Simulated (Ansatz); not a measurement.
The start is a generated trial cell of TaSi2 in the CrSi2 structure type. The structure is fully relaxed (lattice and positions, P = 0) with PBE (plane waves to 420 eV, PAW, scalar-relativistic; Ansatz, a program for electronic structure). First-step values are on the input's coarse k-mesh.

Ansatz input (later rounds restart from its end on a renewed k-mesh):
Ansatz 0.2 input:
```yaml
crystal:
  lattice:
    - [4.7206087, 0, 0]
    - [-2.3603044, 4.0881671, 0]
    - [0, 0, 6.789504]
  atoms:
    - { symbol: Ta, position: [0.5, 0, 0] }
    - { symbol: Ta, position: [0.5, 0.5, 0.33333333] }
    - { symbol: Ta, position: [0, 0.5, 0.66666667] }
    - { symbol: Si, position: [0.16559, 0.33118, 0] }
    - { symbol: Si, position: [0.83441, 0.16559, 0.33333333] }
    - { symbol: Si, position: [0.66882, 0.83441, 0.66666667] }
    - { symbol: Si, position: [0.83441, 0.66882, 0] }
    - { symbol: Si, position: [0.16559, 0.83441, 0.33333333] }
    - { symbol: Si, position: [0.33118, 0.16559, 0.66666667] }
basis: { ecutwfc: 420, ecutrho_ratio: 4, xc_grid: 2, fft_grid_basis: typed }
kpoints: { mp_grid: { grid: [6, 6, 4] } }
hamiltonian:
  xc: pbe
  dispersion: none
  pseudopotentials: { kind: paw }
scf: { occupations: { method: fermi_dirac, width: 0.05 } }
relax: { f_tol: 0.01, max_steps: 100, cell: { stress_tol: 0.02 } }
output: { forces: true, stress: true }
```

Task: What is the largest force in the starting geometry, and on which atom (counted from 1)?

Result: About 0.5 eV/Å, on Si4, Si5, Si6, Si7, Si8, Si9 (atoms numbered as listed).

Task: By how much does the energy per atom fall from start to end?

Result: 0.03 eV/atom.

Task: How does the volume change?

Result: +0.7 %, from 14.56 to 14.66 Å³/atom.

Task: How do the shortest distances between atoms change?

Result: The closest pairs of elements (up to four, under 3.6 Å), start → end: Si–Si 2.64 → 2.57 Å; Si–Ta 2.64 → 2.62 Å; Ta–Ta 3.27 → 3.26 Å.

Task: What does it relax into? Give the structure.

Result: 
Space group P6₂22 (No. 180); a = b = 4.8030 Å, c = 6.6034 Å, α = β = 90.00°, γ = 120.00°

```csv
atom,site,symmetry,x,y,z
Ta,3c,222,0.5000,0.0000,0.0000
Si,6i,..2,0.1590,0.3181,0.0000
```

The space group stays P6₂22 (No. 180) (the run could not lower it); the end is AFLOW prototype AB2_hP9_180_d_j (C40, as in CrSi2), with 9 atoms in the primitive cell. Final values are on a 11×11×7 k-mesh of the relaxed cell. No spin polarisation in the result. The relaxed primitive cell holds an odd number of electrons. A magnetic state may lie lower.

The run could not lose the symmetry of its start.

The first start was generated by placing the elements on the sites of a structure type. A measured structure of TaSi2 has the same space group, P6₂22 (No. 180); the sites were not compared with it. Another known form has space group No. 181.
